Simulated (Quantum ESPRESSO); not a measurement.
pw.x input (Quantum ESPRESSO 7.5; PBEsol, PseudoDojo standard norm-conserving files, fully relativistic):

```
&CONTROL
  calculation = 'scf'
  pseudo_dir = './pseudo'
  outdir = './out'
  tprnfor = .true.
  tstress = .true.
/
&SYSTEM
  ibrav = 0
  nat = 4
  ntyp = 2
  ecutwfc = 84.0
  ecutrho = 336.0
  occupations = 'smearing'
  smearing = 'fd'
  degauss = 0.002
  nbnd = 62
  noncolin = .true.
  lspinorb = .true.
/
&ELECTRONS
  conv_thr = 4e-10
/
ATOMIC_SPECIES
Mg 24.3050 Mg.upf
Te 127.6000 Te.upf
CELL_PARAMETERS angstrom
  4.181747684690   0.000000000000   0.000000000000
 -2.090873842345   3.621499727158   0.000000000000
  0.000000000000   0.000000000000   6.808913966000
ATOMIC_POSITIONS crystal
Mg   0.000000000000   0.000000000000   0.500000000000
Mg   0.000000000000   0.000000000000   0.000000000000
Te   0.333333333333   0.666666666667   0.250000000000
Te   0.666666666667   0.333333333333   0.750000000000
K_POINTS automatic
9 9 4 0 0 0
```

End of the output:

```

[...]
     the Fermi energy is     8.5715 ev
!    total energy              =    -655.66081928 Ry
     estimated scf accuracy    <          5.2E-12 Ry
     smearing contrib. (-TS)   =      -0.00000001 Ry
     internal energy E=F+TS    =    -655.66081927 Ry
     The total energy is F=E-TS. E is the sum of the following terms:
     one-electron contribution =    -360.72294194 Ry
     hartree contribution      =     187.33544006 Ry
     xc contribution           =    -128.46713522 Ry
     ewald contribution        =    -353.80618217 Ry
     convergence has been achieved in   8 iterations
     Forces acting on atoms (cartesian axes, Ry/au):
     atom    1 type  1   force =     0.00000000    0.00000000    0.00000000
     atom    2 type  1   force =     0.00000000    0.00000000   -0.00000000
     atom    3 type  2   force =     0.00000000    0.00000000    0.00000000
     atom    4 type  2   force =     0.00000000    0.00000000    0.00000000
     Total force =     0.000000     Total SCF correction =     0.000000
     Computing stress (Cartesian axis) and pressure
          total   stress  (Ry/bohr**3)                   (kbar)     P=        0.63
   0.00000229   0.00000000   0.00000000            0.34        0.00        0.00
   0.00000000   0.00000229   0.00000000            0.00        0.34        0.00
   0.00000000   0.00000000   0.00000827            0.00        0.00        1.22
```
In a gapped system the printed Fermi energy is only some level inside the gap.

Geometry relaxed with PBEsol.
